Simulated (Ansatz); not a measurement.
HgPd (L1₀ or tetragonal B2, P4/mmm) under volume change, plane-wave PAW r²SCAN (Ansatz code), shape and atoms relaxed at each volume.

```json
[
 {"V (Å³/atom)": "15.906", "E − E(relaxed) (meV/atom)": "71.2", "P (GPa)": "16.13"},
 {"V (Å³/atom)": "16.430", "E − E(relaxed) (meV/atom)": "?", "P (GPa)": "?"},
 {"V (Å³/atom)": "16.954", "E − E(relaxed) (meV/atom)": "6.8", "P (GPa)": "4.33"},
 {"V (Å³/atom)": "17.479", "E − E(relaxed) (meV/atom)": "0.0", "P (GPa)": "0.00"},
 {"V (Å³/atom)": "18.003", "E − E(relaxed) (meV/atom)": "?", "P (GPa)": "?"},
 {"V (Å³/atom)": "18.528", "E − E(relaxed) (meV/atom)": "22.3", "P (GPa)": "-6.34"},
 {"V (Å³/atom)": "19.052", "E − E(relaxed) (meV/atom)": "46.8", "P (GPa)": "-8.60"}
]
```

Q: What belongs in the gaps?

A: 
- 16.430, E − E(relaxed) (meV/atom): 29.4
- 16.430, P (GPa): 9.64
- 18.003, E − E(relaxed) (meV/atom): 6.0
- 18.003, P (GPa): -3.51

Q: What does a third-order Birch–Murnaghan fit give for V₀, B₀ and B′?

A: V₀ = 17.48 Å³/atom, B₀ = 129 GPa, B′ = 5.9.

The workflow started from an entry of the Crystallography Open Database (COD). Whether it is the stable phase at ambient conditions was not checked. The r²SCAN relaxation kept the symmetry of its start; its stability against distortions is not shown here. No spin polarisation was allowed. Scalar-relativistic: spin–orbit coupling is off unless named, which matters more the heavier the elements.

Potentials: the later of the program's two PAW sets.
